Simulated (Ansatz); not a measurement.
# Li2Ga: enthalpy under pressure, worked through

Level of theory: Ansatz 0.2.0, DFT r2SCAN, scalar-relativistic, plane waves, PAW. Settings: 500 eV cutoff, 10×10×8 k-mesh, Gaussian smearing of 0.10 eV, no spin polarisation.

Reference structure (relaxed):

```yaml
crystal:
  lattice:
    - [2.25035, -4.71578, 0.00000]
    - [2.25035, 4.71578, 0.00000]
    - [0.00000, 0.00000, 4.31377]
  atoms:
    - { symbol: Li, position: [0.58729, 0.41271, 0.75000] }
    - { symbol: Li, position: [0.41271, 0.58729, 0.25000] }
    - { symbol: Li, position: [0.23941, 0.76059, 0.75000] }
    - { symbol: Li, position: [0.76059, 0.23941, 0.25000] }
    - { symbol: Ga, position: [0.92421, 0.07579, 0.75000] }
    - { symbol: Ga, position: [0.07579, 0.92421, 0.25000] }
```

Cell and atoms were relaxed at each target pressure within the start's symmetry (Cmcm), at zero temperature; other phases can be more stable under pressure. H = E + PV with P the target; E is the free energy at the smearing used, whose derivative the pressure is, per atom and counted from zero pressure. The mesh named is that at zero pressure; some other pressures ran on another.

```
P (GPa) V (Å³/atom) E − E0 (meV) H − H0 (meV)
      0       15.260           0.0           0.0
      3       14.167           9.5         274.7
      8       12.927          50.4         695.9
     15       11.788         130.5        1234.2
     30       10.287         334.7        2261.0
     60        8.675         770.7        4019.3
```

Q: Thermodynamics gives dH/dP = V along a relaxed path. Integrate V over P by the trapezoid rule and compare with the computed enthalpies.

A: With 1 eV/Å³ = 160.22 GPa, each step adds the mean volume times ΔP / 160.22:
```tsv
P (GPa)	∫V dP (meV)	H − H0 (meV)	difference (meV)
3	275.5	274.7	0.8
8	698.3	695.9	2.4
15	1238.2	1234.2	4.0
30	2271.6	2261.0	10.6
60	4046.8	4019.3	27.5
```

V(P) curves upward, so the trapezoid rule runs high; integrating a smooth curve through the same points (P as a polynomial of degree 4 in ln V) puts that excess at about 26.9 meV at 60 GPa, against the 27.5 meV found.

Q: At 60 GPa, how much of the enthalpy change is stored energy and how much is the PV term?

A: E rises by 771 meV/atom and PV is 60 × 8.675 / 160.22 = 3249 meV/atom, so PV makes 81 % of ΔH. So between rival structures at high pressure a small difference in volume can outweigh the difference in energy: 1 % of this volume is worth 32.5 meV/atom at this pressure.

Q: What bulk modulus do the lowest pressures give?

A: From the pressures that the runs reached, -2.99 GPa (17.009 Å³) and 2.97 GPa (14.167 Å³), B = −ΔP/Δln V = 5.96 / 0.1828 = 33 GPa, a mean over that range.